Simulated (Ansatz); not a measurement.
**Al3Ga2P5 (I-4m2) at 2 levels of theory**

One geometry, relaxed with PBE; plane waves with PAW potentials in Ansatz, scalar-relativistic. No spin polarisation. Gaps are the least over mesh and band path; pressure is positive in compression.

```yaml
crystal:
  lattice:
    - [-1.94747, 1.94747, 13.76362]
    - [1.94747, -1.94747, 13.76362]
    - [1.94747, 1.94747, -13.76362]
  atoms:
    - { symbol: Al, position: [0.20001, 0.20001, 0.00000] }
    - { symbol: Al, position: [0.79999, 0.79999, 0.00000] }
    - { symbol: Al, position: [0.00000, 0.00000, 0.00000] }
    - { symbol: Ga, position: [0.60000, 0.60000, 0.00000] }
    - { symbol: Ga, position: [0.40000, 0.40000, 0.00000] }
    - { symbol: P, position: [0.25000, 0.75000, 0.50000] }
    - { symbol: P, position: [0.84978, 0.34978, 0.50000] }
    - { symbol: P, position: [0.45024, 0.95024, 0.50000] }
    - { symbol: P, position: [0.04976, 0.54976, 0.50000] }
    - { symbol: P, position: [0.65022, 0.15022, 0.50000] }
```

| level | cutoff (eV) | k mesh | gap (eV) | pressure (GPa) |
| --- | --- | --- | --- | --- |
| PBE | 420 | 10×10×10 | 1.65 | 0.0 |

What comes out on the same cell with PBEsol?

```csv
level,cutoff (eV),k mesh,gap (eV),pressure (GPa)
PBEsol,420,10×10×10,1.50,-2.2
```

The cell was found from a structure generator's guess, not taken from experiment.
